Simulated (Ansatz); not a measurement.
Input file for Ansatz (a first-principles code):

Ansatz 0.2 input:
```yaml
crystal:
  lattice:
    - [4.1084826597, 0.0, 0.0]
    - [0.0, 4.1084826597, 0.0]
    - [0.0, 0.0, 4.1084826597]
  atoms:
    - { symbol: Zr, position: [0.0, 0.0, 0.0] }
    - { symbol: Pb, position: [0.5, 0.5, 0.5] }
    - { symbol: O, position: [0.5, 0.0, 0.0] }
    - { symbol: O, position: [0.0, 0.5, 0.0] }
    - { symbol: O, position: [0.0, 0.0, 0.5] }
kpoints:
  mp_grid: { grid: [7, 7, 7] }
hamiltonian:
  xc: lda
  pseudopotentials: { kind: paw }
scf:
  occupations: { method: fixed }
phonons:
  method: dfpt
  response_accuracy: low
  eigenvectors: true
  rigid_motions: translations
  dielectric: true
  raman: true
```

Output (shortened):

```
Pseudopotential: Zr, paw, valence charge 12
Pseudopotential: Pb, paw, valence charge 14
Pseudopotential: O, paw, valence charge 6
Functional definition: SPW92
Crystal: 5 atoms, lattice volume = 69.350 Å³
Basis set: ecut = 420 eV, 1357 PW (Γ), exchange–correlation on 60×60×60 points (8 copies of the dense FFT grid, shifted against one another)
Bands: 27, of which v1, the nominal top of the filled ones, is band 22 counted from 1 (21 counted from 0)
Symmetry: 48 space group operations
k-points: 100 of 343 (irreducible under 2 space group operations, time reversal used)
SCF iter   1: F=—  HF=-17350.486529 eV  |F-HF|=—  |Δ(HF+E_count)|=         —  Δρ=1.84e-2  dr2=2.26e-1  ethr=1.77e-3  ⟨swp⟩=5.0  Hψ=10912  notcnv=0  defer=254
preconditioner: auto → Resta (q_TF=auto, 2.529 Å⁻¹)
SCF iter   2: F=—  HF=-17350.437714 eV  |F-HF|=—  |Δ(HF+E_count)|=   4.88e-2  Δρ=6.56e-3  dr2=1.38e-2  ethr=5.13e-4  ⟨swp⟩=2.0  Hψ=4598  notcnv=0  defer=279
SCF iter   3: F=—  HF=-17350.433955 eV  |F-HF|=—  |Δ(HF+E_count)|=   3.76e-3  Δρ=2.13e-3  dr2=1.58e-3  ethr=3.13e-5  ⟨swp⟩=2.0  Hψ=4365  notcnv=0  defer=292
SCF iter   4: F=—  HF=-17350.433442 eV  |F-HF|=—  |Δ(HF+E_count)|=   5.13e-4  Δρ=3.05e-4  dr2=4.50e-5  ethr=3.59e-6  ⟨swp⟩=2.5  Hψ=4591  notcnv=0  defer=288
SCF iter   5: F=—  HF=-17350.433435 eV  |F-HF|=—  |Δ(HF+E_count)|=   7.23e-6  Δρ=3.36e-5  dr2=3.75e-7  ethr=1.02e-7  ⟨swp⟩=2.5  Hψ=4398  notcnv=0  defer=114
SCF iter   6: F=—  HF=-17350.433436 eV  |F-HF|=—  |Δ(HF+E_count)|=   9.90e-7  Δρ=5.17e-6  dr2=1.36e-8  ethr=8.51e-10  ⟨swp⟩=2.1  Hψ=3646  notcnv=0  defer=108
SCF iter   7: F=—  HF=-17350.433436 eV  |F-HF|=—  |Δ(HF+E_count)|=   6.21e-9  Δρ=6.79e-7  dr2=2.59e-10  ethr=3.09e-11  ⟨swp⟩=2.2  Hψ=4100  notcnv=0  defer=108
SCF iter   8: F=-17350.433436 eV  HF=-17350.433436 eV  |F-HF|=0.00e0  |Δ(HF+E_count)|=  6.91e-11  Δρ=1.60e-7  dr2=1.17e-11  ethr=1.00e-12  ⟨swp⟩=11.9  Hψ=15915  notcnv=0
SCF 1 converged in 8 iterations: F = -17350.433436 eV  dr2 = 1.17e-11
NSCF: frozen V_eff on 7 k-points
DFPT response loops at Γ: preconditioner auto → none (the input reference at scf.mixing.eps_inf says where Resta's filter doesn't serve); β = 0.50 …
── the response to a field inside a basis, on 10×10×10 k-points: an SCF that follows is theirs, and a resumed run solves both again ──
Crystal: 5 atoms, lattice volume = 69.350 Å³
Bands: 23, of which v1, the nominal top of the filled ones, is band 22 counted from 1 (21 counted from 0)
k-points: 35
SCF iter   1: F=—  HF=-17350.428543 eV  |F-HF|=—  |Δ(HF+E_count)|=         —  Δρ=5.34e-4  dr2=3.86e-5  ethr=1.00e-1
preconditioner: auto → Resta (q_TF=auto, 2.529 Å⁻¹)
SCF iter   2: F=—  HF=-17350.428529 eV  |F-HF|=—  |Δ(HF+E_count)|=   1.48e-5  Δρ=2.31e-4  dr2=1.38e-5  ethr=8.77e-8
SCF iter   3: F=—  HF=-17350.428525 eV  |F-HF|=—  |Δ(HF+E_count)|=   3.31e-6  Δρ=1.11e-4  dr2=1.58e-6  ethr=3.15e-8
SCF iter   4: F=—  HF=-17350.428525 eV  |F-HF|=—  |Δ(HF+E_count)|=   6.15e-7  Δρ=4.30e-6  dr2=7.76e-9  ethr=3.58e-9
SCF iter   5: F=—  HF=-17350.428525 eV  |F-HF|=—  |Δ(HF+E_count)|=  1.60e-10  Δρ=6.47e-7  dr2=2.06e-10  ethr=1.76e-11
SCF iter   6: F=-17350.428525 eV  HF=-17350.428525 eV  |F-HF|=0.00e0  |Δ(HF+E_count)|=  4.73e-11  Δρ=9.01e-8  dr2=6.40e-12  ethr=1.00e-12
SCF 1 converged in 6 iterations: F = -17350.428525 eV  dr2 = 6.40e-12
DFPT response loops at Γ: mixed as the last ones told, above
DFPT response loops at Γ: mixed as the last ones told, above
WARN: field response: ε∞ stands inside a basis, on 10×10×10 points …
SCF converged after 8 iterations
Free energy (F): -17350.433436 eV
Harris-Foulkes:  -17350.433436 eV  (|F-HF|=0.00e0)
Internal energy: -17350.433436 eV  (E = F + TS)
E sigma→0 (E₀):  -17350.433436 eV
Fermi energy:    9.625104 eV
--- Per-component energies (eV) ---
  E_band       = -113.247208
  E_kinetic    = 1147.604545
  E_local      = -2458.330403  (includes V_loc(G=0)·N_el)
  E_nonlocal   = 583.401432
  E_hartree    = 872.019177
  E_xc         = -600.474886
  E_vxc        = -607.950479  (∫ρ·V_xc dr)
  E_paw        = -13387.902052  (= ΣΔE_a)
  E_vpaw       = -522.018192  (= ΣTr[D̂ρ^β])
  E_aug_tail   = 0.007579  (compensation charges beyond the density's cutoff)
  E_ewald      = -3507.342279
  E_core_change = 0.583452  (= ΣΔE_core)
  E_smearing   =  0.000000  (= −TS)
  E_closure    = 0.000000  (closes the sum)
  Σ components = -17350.433436   (vs F -17350.433436, Δ=0.00e0)
  [band-id]    e_kinetic+e_local+e_nonlocal+2·e_hartree+e_vxc+e_vpaw+e_augmentation_tail = -113.247164   (vs E_band -113.247208, Δ=4.41e-5)
--- Band table (eV; the first three rows and the last of 100) ---
  k-point 0: bands = ["-36.8111", "-15.1207", "-15.1207", "-15.1207", "-6.9038", "-6.4775", "-6.4775", "-5.8039", "-5.8039", "-5.8039", "-5.6038", "-5.6038", "3.5236", "7.1106", "7.1106", "7.1106", "8.6332", "8.6332", "8.6332", "9.3656", "9.3656", "9.3656", …
  k-point 1: bands = ["-36.8103", "-15.1854", "-15.1191", "-15.1191", "-6.8080", "-6.4437", "-6.3539", "-5.8082", "-5.8082", "-5.8035", "-5.6400", "-5.5661", "3.3131", "7.1232", "7.1232", "7.2944", "8.4958", "8.4958", "8.5845", "8.8333", "9.3311", "9.3311", …
  k-point 2: bands = ["-36.8085", "-15.3243", "-15.1155", "-15.1155", "-6.6710", "-6.3534", "-6.0662", "-5.8177", "-5.8177", "-5.8024", "-5.7356", "-5.3867", "2.9192", "6.7827", "7.1137", "7.1137", "8.2626", "8.2626", "8.4785", "8.8033", "9.3091", "9.3091", …
  k-point 99: bands = ["-36.8021", "-15.4154", "-15.4147", "-15.1674", "-6.4946", "-5.8856", "-5.8844", "-5.8220", "-5.7784", "-5.4425", "-5.1005", "-5.0760", "2.4049", "5.8310", "6.1196", "6.2414", "6.3358", "7.7487", "8.3096", "8.4986", "8.5554", "9.6219", …
--- Phonons (Γ-DFPT): 4 representative perturbations + reference, on 100 of 343 k-points (Σ response iterations 12) ---
  ASR residual: 1.046e-4 → 0.000e0 eV/Å²; symmetrization residual: 3.572e-5 eV/Å²
  ASR residual per site (eV/Å²): 7.61e-5 1.05e-4 4.78e-5 4.78e-5 4.78e-5
  Γ frequencies (cm⁻¹): -143.45 -143.45 -143.45 0.00 0.00 0.00 26.08 26.08 26.08 152.85 152.85 152.85 577.43 577.43 577.43
  ε∞ (high-frequency dielectric tensor):
        6.935446     0.000000     0.000000
        0.000000     6.935446     0.000000
        0.000000     0.000000     6.935446
  ε⁰ (static dielectric tensor): not given — an optical mode at Γ is not stable, and the ionic part, a sum over the modes at Γ, is formed only where all of …
  softest optical mode at Γ: -143.45 cm⁻¹; the repairs (sum rule, projections) moved no ω² at Γ by more than (3.15 cm⁻¹)²
  Born effective charges Z* (e; rows j = field, columns β = displacement):
    site 0:
         5.91210    0.00000    0.00000
         0.00000    5.91210    0.00000
         0.00000    0.00000    5.91210
    site 1:
         3.92496    0.00000    0.00000
         0.00000    3.92496    0.00000
         0.00000    0.00000    3.92496
    site 2:
        -4.86334    0.00000    0.00000
         0.00000   -2.48686    0.00000
         0.00000    0.00000   -2.48686
    site 3:
        -2.48686    0.00000    0.00000
         0.00000   -4.86334    0.00000
         0.00000    0.00000   -2.48686
    site 4:
        -2.48686    0.00000    0.00000
         0.00000   -2.48686    0.00000
         0.00000    0.00000   -4.86334
  Z* charge neutrality: 2.072e-4 e pre-enforcement
  solved inside a basis spanned on kpoints, on 10×10×10 k-points transformed towards the longest dipole …
  Raman tensors (in the event stream and the table raman_tensors.tsv) …
  optical modes at Γ without the LO–TO term, one row a degenerate level:
      ω (cm⁻¹)  modes    IR ((D/Å)²/amu)  static Raman (Å⁴/amu)  depolarisation
       -143.45      3            78.1073                 0.0000               —
         26.08      3             0.0000                 0.0000               —
        152.85      3            30.1264                 0.0000               —
        577.43      3            79.2602                 0.0000               —
  optical modes at Γ + LO–TO along q̂ = [1.0000, 0.0000, 0.0000]:
      ω (cm⁻¹)  modes    IR ((D/Å)²/amu)  static Raman (Å⁴/amu)  depolarisation
       -143.45      2            52.0716                 0.0000               —
         26.08      3             0.0000                 0.0000               —
         85.62      1             0.6991                 0.0000               —
        152.85      2            20.0842                 0.0000               —
        319.55      1            13.2339                 0.0000               —
        577.43      2            52.8401                 0.0000               —
        709.87      1            48.5650                 0.0000               —
  optical modes at Γ + LO–TO along q̂ = [0.0000, 1.0000, 0.0000]:
      ω (cm⁻¹)  modes    IR ((D/Å)²/amu)  static Raman (Å⁴/amu)  depolarisation
       -143.45      2            52.0716                 0.0000               —
         26.08      3             0.0000                 0.0000               —
         85.62      1             0.6991                 0.0000               —
        152.85      2            20.0842                 0.0000               —
        319.55      1            13.2339                 0.0000               —
        577.43      2            52.8401                 0.0000               —
        709.87      1            48.5650                 0.0000               —
  optical modes at Γ + LO–TO along q̂ = [0.0000, 0.0000, 1.0000]:
      ω (cm⁻¹)  modes    IR ((D/Å)²/amu)  static Raman (Å⁴/amu)  depolarisation
       -143.45      2            52.0716                 0.0000               —
         26.08      3             0.0000                 0.0000               —
         85.62      1             0.6991                 0.0000               —
        152.85      2            20.0842                 0.0000               —
        319.55      1            13.2339                 0.0000               —
        577.43      2            52.8401                 0.0000               —
        709.87      1            48.5650                 0.0000               —
```

Cost: about 7 core-minutes (a rough figure) on shared cores.

Space group Pm-3m (cubic perovskite). The first step of the workflow began from a Materials Project structure, measured or hypothetical; the Crystallography Open Database copy checked does not list it. COD files the formula under space group No. 38, 55, so this cell is another polymorph or a model. Whether it is the stable phase at ambient conditions was not checked. The LDA relaxation kept the symmetry of its start. At this level the phase is dynamically unstable (imaginary phonons). No spin polarisation was allowed. Scalar-relativistic: spin–orbit coupling is off unless named, which matters more the heavier the elements.

Potentials: the later of the program's two PAW sets.

Ansatz is a plane-wave DFT program.
